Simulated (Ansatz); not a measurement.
NaCdF₃:
```
CELL_PARAMETERS angstrom
      2.86349     1.65324     4.99945
     -2.86349     1.65324     4.99945
      0.00000    -3.30647     4.99945
ATOMIC_POSITIONS crystal
  Na 0.70886 0.70886 0.70886
  Na 0.20886 0.20886 0.20886
  Cd 0.99783 0.99783 0.99783
  Cd 0.49783 0.49783 0.49783
  F  0.29666 0.61269 0.88797
  F  0.88797 0.29666 0.61269
  F  0.61269 0.88797 0.29666
  F  0.38797 0.11269 0.79666
  F  0.11269 0.79666 0.38797
  F  0.79666 0.38797 0.11269
```

r²SCAN (plane waves, PAW; program Ansatz) gives a gap of 4.22 eV without spin–orbit coupling, maximum at Γ, minimum at Γ.

Problem. What happens when spin–orbit coupling is switched on?

Solution. The gap decreases by 0.02 eV, to 4.20 eV; maximum at Γ, minimum at Γ.

Problem. Give the electron effective mass with spin–orbit coupling.

Solution. 0.51 mₑ (isotropic).

Problem. Give the hole effective mass with spin–orbit coupling.

Solution. 1.8, 2.3, 2.3 mₑ (principal values).

Space group R3c. The workflow started from a Materials Project entry (that database holds measured and hypothetical structures alike); the Crystallography Open Database copy checked does not list it. With Na and Cd taken as one species the cell has the higher symmetry R-3c, so it may be an ordered model of a mixed-site phase. Its standing as an ambient phase is unchecked. Symmetry was held in the r²SCAN relaxation; its stability against distortions is not shown here.

Potentials: the later of the program's two PAW sets.
